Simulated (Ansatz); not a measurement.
Input:

Starting cell, SiC (zinc blende):

```xyz
4
Lattice="0.0000 4.3566 4.3566 2.1783 0.0000 2.1783 2.1783 2.1783 0.0000" Properties=species:S:1:pos:R:3 pbc="T T T"
C      3.2675     3.2675     3.2675
C      3.2675     5.4458     5.4458
Si     0.0000     0.0000     0.0000
Si     2.1783     2.1783     4.3566
```

The atoms are displaced by Q × the pattern below (from a DFPT mode at L = (0.5, 0.0, 0.0), largest move 1; Q in Å), at fixed cell. It is one choice among 2 degenerate patterns. (q is in reciprocal vectors of the primitive cell; the cell shown is doubled to hold the pattern.)

```json
[
 {"atom": "C1", "x": "-0.285", "y": "0.520", "z": "-0.805"},
 {"atom": "C2", "x": "0.285", "y": "-0.520", "z": "0.805"},
 {"atom": "Si3", "x": "-0.108", "y": "0.196", "z": "-0.304"},
 {"atom": "Si4", "x": "0.108", "y": "-0.196", "z": "0.304"}
]
```

These are r2SCAN (plane waves to 500 eV, PAW, scalar-relativistic; Ansatz, a first-principles code) values and carry that method's errors. k mesh 13×13×13 (Γ-centred), Fermi-Dirac smearing 0.05 eV. E stands for the smeared free energy. SiC was relaxed with its symmetry unable to fall. The PAW data are Ansatz's earlier set. The zero of ΔE is the undisplaced structure.

The scan covers Q from -0.180 to 0.180 Å in 13 points.

Which space group does the distorted structure have?

P1 (No. 1), lowered from F-43m.

What is the energy change at Q = 0.180 Å?

1166 meV/cell.

What harmonic wavenumber does the curvature at Q = 0 give?

770 cm⁻¹.

(A displaced cell: forces are minus the slopes of the energy, force constants its curvatures, and phonons follow from these.)
